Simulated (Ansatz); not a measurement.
**Au: opening a crack plane**

Au, Fm-3m, a = 4.084 Å. Ansatz: PBEsol, PAW, 420 eV, Γ-centred 23×23×5 mesh on 6 atoms, Gaussian smearing 0.15 eV; no spin polarisation. One cut on (111) per cell of 6 atoms is opened rigidly by x, between planes of Au and Au that stand 2.36 Å apart; y is the energy per area (7.222 Å², 1 eV/Å² = 16.02 J/m²).

```
x (Å) y (J/m²)
 0.00     0.000
 0.50     0.582
 1.00         ?
 2.00     1.846
 3.00     1.970
 6.00     1.991
```

Task: Fit the universal binding curve y = W[1 − (1 + x/l) e^(−x/l)] to the other rows, give the peak stress, and predict the missing value.

Result: Least squares gives W = 1.99 J/m² and l = 0.465 Å. The stress dy/dx peaks at x = l with W/(e l) = 15.7 GPa, for rigid faces. At x = 1.00: x/l = 2.151, y = 1.260 J/m². The run gave 1.254 J/m², so the fit is 0.006 J/m² too high, a small miss on the scale of the series.

Spin–orbit coupling is left out, which can shift energies with elements as heavy as these.

Cost: 6 runs of about 8.9 core-minutes in all, on Arm Neoverse V2 (shared hosts).